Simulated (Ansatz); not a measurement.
AlNi: from a starting cell to a relaxed one

The start is a relaxed AlNi cell, doubled along one cell vector, shaken by Gaussian noise of σ = 0.08 Å a coordinate. The cell and all atomic positions are relaxed at zero pressure with PBEsol (plane waves to 420 eV, PAW, scalar-relativistic; Ansatz, a first-principles code). The first steps use a coarse 13×13×4 k-mesh.

Starting cell:
```
CELL_PARAMETERS angstrom
      1.32531    -4.63813     0.00000
      1.32531     4.63813     0.00000
      0.00000     0.00000     7.93368
ATOMIC_POSITIONS crystal
  Ni 0.57851 0.40182 0.11786
  Ni 0.59122 0.43186 0.60205
  Ni 0.38494 0.56151 0.36413
  Ni 0.41688 0.58866 0.86917
  Al 0.81888 0.12317 0.13254
  Al 0.88591 0.18778 0.62017
  Al 0.16748 0.89718 0.38880
  Al 0.14303 0.84847 0.87870
```

How large is the pressure on the unrelaxed cell, and of which sign?

+3.8 GPa (positive: the cell is compressed).

What is the largest force in the starting geometry, and on which atom (counted from 1)?

2.97 eV/Å, on Ni2 (atoms numbered as listed).

How does the volume per atom move from start to end?

-3.9 %, from 12.19 to 11.72 Å³/atom.

Is the parent structure recovered?

It does not go back: it reaches Pm-3m (No. 221), CsCl type, 0.17 eV/atom below the parent.

How do the shortest distances between atoms change?

The closest pairs of elements (up to four, under 3.6 Å), start → end: Al–Ni 2.18 → 2.48 Å; Ni–Ni 2.45 → 2.86 Å; Al–Al 2.65 → 2.86 Å.

What does it relax into? Give the structure.


Space group Pm-3m (No. 221); a = b = c = 2.8618 Å, α = β = γ = 90.00°

```json
[
 {"atom": "Ni", "site": "1b", "symmetry": "m-3m", "x": "0.5000", "y": "0.5000", "z": "0.5000"},
 {"atom": "Al", "site": "1a", "symmetry": "m-3m", "x": "0.0000", "y": "0.0000", "z": "0.0000"}
]
```

Final values are on a 16×16×16 k-mesh of the relaxed cell. No spin polarisation in the result. A magnetic state may lie lower.

Of the parent cell (Cmcm (No. 63)): it is a generated cell of AlNi: the first start was made by placing the elements on the sites of a structure type, and the end was not matched to a known phase here, so it may be hypothetical. Known forms of AlNi include space group No. 221.
